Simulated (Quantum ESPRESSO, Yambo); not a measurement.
G0W0 results for ZnSO₄

Space group F-43m (No. 216); a = 7.746 Å, b = 7.746 Å, c = 7.746 Å, α = 90.00°, β = 90.00°, γ = 90.00°

```json
[
 {"atom": "O", "site": "16e", "symmetry": ".3m", "x": "0.1083", "y": "0.1083", "z": "0.1083"},
 {"atom": "S", "site": "4a", "symmetry": "-43m", "x": "0.0000", "y": "0.0000", "z": "0.0000"},
 {"atom": "Zn", "site": "4c", "symmetry": "-43m", "x": "0.2500", "y": "0.2500", "z": "0.2500"}
]
```
(The calculation used a cell of 6 atoms; values per cell refer to that cell.)

The geometry is that of Materials Project entry mp-545756, symmetrised and not relaxed again.

Starting point: norm-conserving PBEsol (Quantum ESPRESSO, 84 Ry, no spin-orbit coupling). G0W0 in Yambo: 2×2×2 Γ-centred k mesh, bands 5 to 171 and a 7 Ry block in the screening, 171 bands in G with the Bruneval-Gonze terminator, plasmon pole fitted at 27.2 eV.

PBEsol gap along the band path: 4.76 eV
PBEsol gap between the mesh's edge points (L → Γ): 4.76 eV
G0W0 gap between the same points: 8.03 eV
PBEsol smallest direct gap on the mesh (at Γ): 4.76 eV
G0W0 direct gap at that point: 8.05 eV

```csv
k point,band,E PBEsol (eV),E QP (eV),shift (eV),Z
Γ,VB,0.00,-1.81,-1.81,0.82
Γ,CB,4.76,6.24,1.48,0.87
L,VB,0.00,-1.80,-1.80,0.82
L,CB,6.19,7.99,1.80,0.86
X,VB,-0.06,-1.99,-1.93,0.82
X,CB,7.19,9.13,1.94,0.85
```

Energies count from the PBEsol valence-band maximum.

Nearest settings tried, and what they do to the gap: 112 bands in G: +0 meV; 112 bands in W, 112 bands in G: +64 meV; 6 Ry block (229 vectors against 283): -32 meV. Not varied: mesh. So the settings aren't converged at that level. Oxides, nitrides and fluorides with a shallow 3d shell are known to need far more bands and larger blocks. The k mesh is coarse.
